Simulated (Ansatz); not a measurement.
Relaxing indium (omega (AlB2-type))

Theory: DFT, LDA (PW92), plane waves (420 eV) with PAW, scalar-relativistic in Ansatz. The PAW files were generated under PBE, with cores re-solved for the functional.

k-point mesh 7×7×10, Fermi-Dirac smearing 0.1 eV, no spin polarisation. Cell and atoms relax.

Starting structure:

```yaml
crystal:
  lattice:
    - [5.2864609513, 0.0, 0.0]
    - [-2.6432304757, 4.57820948, 0.0]
    - [0.0, 0.0, 3.2406005632]
  atoms:
    - { symbol: In, position: [0.0, 0.0, 0.0] }
    - { symbol: In, position: [0.3333333333, 0.6666666667, 0.5] }
    - { symbol: In, position: [0.6666666667, 0.3333333333, 0.5] }
hamiltonian:
  xc: lda
  pseudopotentials:
    kind: paw
    azcp:
      In: "pseudopotentials/In.paw.azcp"
basis:
  ecutwfc: 420
  fft_grid_basis: typed
kpoints:
  mp_grid: { grid: [7, 7, 10], shift: [0, 0, 0] }
magnetization:
  spin_polarized: false
scf:
  occupations: { method: fermi_dirac, width: 0.1 }
relax:
  max_steps: 60
  f_tol: 0.01
  cell: {}
output:
  write_density: true
  write_potential: true
  elf: true
  volumetric_format: npy
```

The pressure at the start is -2.0 GPa. By how much does the volume change?

From 26.14 to 24.97 Å³ per atom, -4.5 %. The final cell has a = 5.196 Å, c = 3.204 Å (c/a = 0.617).

How much energy does the relaxation gain?

8.1 meV per atom.

Path of the relaxation (the plane waves are chosen anew near the end, which can shift the energy a little):

| step | E − E(final) (meV/atom) | V (Å³/atom) | P (GPa) | max force (eV/Å) |
| --- | --- | --- | --- | --- |
| 0 | 8.08 | 26.144 | -2.03 | 0.000 |
| 1 | -0.13 | 24.874 | 0.17 | 0.000 |
| 2 | -0.16 | 24.968 | -0.01 | 0.000 |
| 3 | 0.00 | 24.968 | -0.02 | 0.000 |
